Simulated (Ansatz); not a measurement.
A generated cell, not matched to a known phase here, of NbSi: P4/mmm (No. 123), tP2; a = 2.891 Å, b = 2.891 Å, c = 3.635 Å, α = 90.00°, β = 90.00°, γ = 90.00°; Nb 1a (0.000, 0.000, 0.000); Si 1d (0.500, 0.500, 0.500). Computed with PBEsol (plane waves to 420 eV, PAW, scalar-relativistic; Ansatz, a quantum-chemistry and plane-wave program). Element references, the lowest calculated here: Nb (Im-3m), Si (Fd-3m).

Problem. Estimate the formation energy of this P4/mmm form of NbSi from the elements that PBEsol returns for this input.

Solution. -0.29 eV/atom.

Problem. How does this cell stand against the other phases calculated?

Solution. It lies 0.41 eV/atom above their hull: NbSi → 0.29 NbSi2 + 0.14 Nb5Si3 (NbSi2 P6₂22, Nb5Si3 I4/mcm) releases that much. A lower structure of this composition may exist.

This is the hull of the energies calculated here, no anion corrections; phases that were not calculated are missing from it. Values are rounded to 0.01 eV/atom. Not shown to be the ambient phase of their composition (a lower form may be missing, and a cell relaxed within its start's symmetry can be a saddle point): NbSi (P4/mmm). The compounds carry no spin polarisation.
